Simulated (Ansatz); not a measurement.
MoS2 (2H-MoS2 type, space group P6_3/mmc)

```xyz
6
Lattice="3.1494 0.0000 0.0000 -1.5747 2.7274 0.0000 0.0000 0.0000 12.0903" Properties=species:S:1:pos:R:3 pbc="T T T"
Mo     0.0000     1.8183     3.0226
Mo     1.5747     0.9091     9.0677
S      0.0000     1.8183     7.5019
S      1.5747     0.9091     1.4568
S      1.5747     0.9091     4.5884
S      0.0000     1.8183    10.6335
```

E(V) scan at fixed shape, V₀ the volume above. The atoms relax within the cell's symmetry.

Level of theory: PBE-D3(BJ) (plane waves to 420 eV, PAW, scalar-relativistic; Ansatz, a program for electronic structure). k mesh 12×12×3 (Γ-centred), Fermi-Dirac smearing 0.05 eV. Energies are smeared free energies. Stress and pressure are positive under compression. With the shape held, the modulus is that of even scaling; a crystal free to change shape is softer. MoS2 is run without spin polarisation. MoS2 was relaxed with its symmetry unable to fall. The zero of ΔE is the relaxed starting cell.

```json
[
 {"V (Å³/atom)": "16.270", "ΔE (meV/atom)": "16.2"},
 {"V (Å³/atom)": "16.530", "ΔE (meV/atom)": "8.9"},
 {"V (Å³/atom)": "16.789", "ΔE (meV/atom)": "3.8"},
 {"V (Å³/atom)": "17.049", "ΔE (meV/atom)": "0.9"},
 {"V (Å³/atom)": "17.309", "ΔE (meV/atom)": "0.0"},
 {"V (Å³/atom)": "17.568", "ΔE (meV/atom)": "0.9"},
 {"V (Å³/atom)": "17.828", "ΔE (meV/atom)": "withheld"},
 {"V (Å³/atom)": "18.088", "ΔE (meV/atom)": "7.7"},
 {"V (Å³/atom)": "18.347", "ΔE (meV/atom)": "13.3"}
]
```

Question: Fit a third-order Birch-Murnaghan form (E₀, V₀, B₀, B₀′ free) to the given rows and predict ΔE at V = 17.828.

Answer: Least squares on the 8 given rows: ΔE = E₀ + (9V₀B₀/16)·y²·[2 + (B₀′ − 4)y], y = (V₀/V)^(2/3) − 1, with V₀ = 17.306 Å³/atom, B₀ = 75.37 GPa (160.2 GPa = 1 eV/Å³; the term in eV is multiplied by 1000), B₀′ = 4.14, E₀ = -0.01 meV/atom; root-mean-square residual 0.02 meV/atom. At 17.828 the fit gives 3.5 meV/atom; the calculation gives 3.5 meV/atom, the same to the digits shown. For the pressure the fit gives -2.11 GPa against the computed -2.08 GPa.

(A scan under strain: stresses follow from slopes of the energy per volume, elastic moduli from its curvatures.)
